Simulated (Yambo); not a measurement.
A G0W0@PBEsol run in Yambo for Cs$_{2}$LiLuCl$_{6}$ (space group Fm-3m, No. 225) (2×2×2 Γ-centred k mesh, bands 3 to 310 and a 6 Ry block in the screening, 310 bands in G with the Bruneval-Gonze terminator, plasmon pole fitted at 27.2 eV) gives these matrix elements, in eV, at the band edges (Γ → Γ):

| state | E0 | <Vxc> | <Σx> | <Σc(E0)> | Z |
|---|---|---|---|---|---|
| valence edge | 0.000 | -14.311 | -18.762 | 2.375 | 0.809 |
| conduction edge | 5.232 | -12.179 | -7.871 | -3.086 | 0.839 |

Q: Solve the linearised quasiparticle equation for both states, give the gap, and say how exchange and correlation each act on it.

A: E = E0 + Z(Σx + Σc − Vxc). Valence: 0.000 + 0.809 × (-18.762 + (2.375) − (-14.311)) = -1.68 eV. Conduction: 5.232 + 0.839 × (-7.871 + (-3.086) − (-12.179)) = 6.26 eV. The gap is 7.94 eV, against 5.23 eV in PBEsol. Replacing Vxc by bare exchange alone would open it by 8.76 eV; correlation takes back 5.46 eV of that, and Z scales what is left. Nearest settings tried, and what they do to the gap: 203 bands in W, 203 bands in G: +33 meV; 3 Ry block (181 vectors against 537): -365 meV; 1×1×1 mesh: -195 meV. So the settings aren't converged at that level. The k mesh is coarse. The 4f states are in the valence at their DFT position.

Geometry of the Materials Project entry, not relaxed at this level; primitive cell a = b = c = 7.454 Å, α = β = γ = 60.00°.

The structure is a Materials Project entry; no match was found in the copy of COD used, and its stability was not checked.
